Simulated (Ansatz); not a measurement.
All numbers below come from Ansatz, DFT PBE, scalar-relativistic, plane waves, PAW. Cutoff 420 eV, Γ-centred meshes of about 0.25 Å⁻¹ or finer for metals and 0.3 Å⁻¹ for insulators (2π included), Gaussian smearing. No spin polarisation.

These are static total energies at zero pressure.

Two relaxed structures of KC:

1.

```yaml
crystal:
  lattice:
    - [4.03746, 0.00000, 0.00000]
    - [0.00000, 4.03746, 0.00000]
    - [0.00000, 0.00000, 6.18513]
  atoms:
    - { symbol: K, position: [0.50000, 0.50000, 0.50000] }
    - { symbol: K, position: [0.50000, 0.50000, 0.00000] }
    - { symbol: C, position: [0.00000, 0.00000, 0.60248] }
    - { symbol: C, position: [0.00000, 0.00000, 0.39752] }
```

2.

```yaml
crystal:
  lattice:
    - [3.02773, -3.80908, 0.00000]
    - [3.02773, 3.80908, 0.00000]
    - [0.00000, 0.00000, 3.81366]
  atoms:
    - { symbol: K, position: [0.70727, 0.29273, 0.00000] }
    - { symbol: K, position: [0.29273, 0.70727, 0.00000] }
    - { symbol: C, position: [0.89533, 0.89533, 0.50000] }
    - { symbol: C, position: [0.10467, 0.10467, 0.50000] }
```

Question: Which would you expect to be lower, and how large is the difference?

Answer: Cell 2 is lower, by 124 meV/atom. Cell 1 has space group P4/mmm (No. 123), 25.2 Å³/atom and a gap of 2.49 eV on its mesh; cell 2 has space group Cmmm (No. 65), 22.0 Å³/atom and a gap of 3.23 eV. Counting C atoms around K (those within 1.25 times the shortest such distance or 1.15 times the sum of covalent radii; a plus sign parts nearer from farther groups; the shortest distance is added where it is long for a bond; a slash parts the counts of unlike sites), cell 1 has K 8/8+8 from 3.8 Å and cell 2 has K 4+4. Cell 1 and cell 2 both hold C–C pairs. The denser one is the lower, and pressure would at first widen the difference. Even the lower one lies +0.40 eV/atom against the reference forms of the elements (uncorrected), so neither is stable at this level. In cell 1, K on its first site is surrounded by 8 C at 2.92 Å and 2 K at 3.09 Å; K on its second site has 2 K at 3.09 Å; C has 1 C at 1.27 Å and 4 K at 2.92 Å. In cell 2, K is surrounded by 4 C at 3.00 Å, 3 K at 3.10–3.16 Å, 4 C at 3.44 Å and 2 K at 3.81 Å; around C lie 1 C at 1.27 Å, 4 K at 3.00 Å and 4 K at 3.44 Å. Both come from trial cells of a structure search, whose lowest cell (Immm, 26.8 Å³/atom) lies 164 meV/atom below the lower of the two.

Kohn–Sham gaps at this level usually fall short of measured ones. With atoms moved at random, cell 2 (by 164 meV/atom) fell into a lower structure. Cell 1 had no clear such test and can be a saddle point. Some types were kept out of the candidates beforehand, so the set may lack a known form.
